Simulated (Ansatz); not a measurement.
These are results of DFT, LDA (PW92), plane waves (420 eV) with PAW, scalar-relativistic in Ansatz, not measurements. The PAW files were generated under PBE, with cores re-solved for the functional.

An element in the diamond structure gives this curve. The cell is scaled uniformly from the relaxed one, with fractional coordinates and shape fixed. Energies are extrapolated to zero smearing, pressures are those at the given smearing. Magnetic state: spin not included.

| V (Å³/atom) | E − E₀ (meV/atom) | P (GPa) |
| --- | --- | --- |
| 35.007 | 74.9 | 5.82 |
| 36.598 | 30.0 | 3.40 |
| 38.189 | 6.6 | 1.49 |
| 39.780 | 0.0 | -0.01 |
| 41.371 | 6.9 | -1.21 |
| 42.963 | 24.3 | -2.15 |
| 44.554 | 50.1 | -2.90 |

Problem. Which element is it?
A. magnesium
B. lead
C. indium
D. lanthanum

Solution. B. Its fit is V₀ = 39.70 Å³/atom, B₀ = 34 GPa, B₀′ = 4.8.
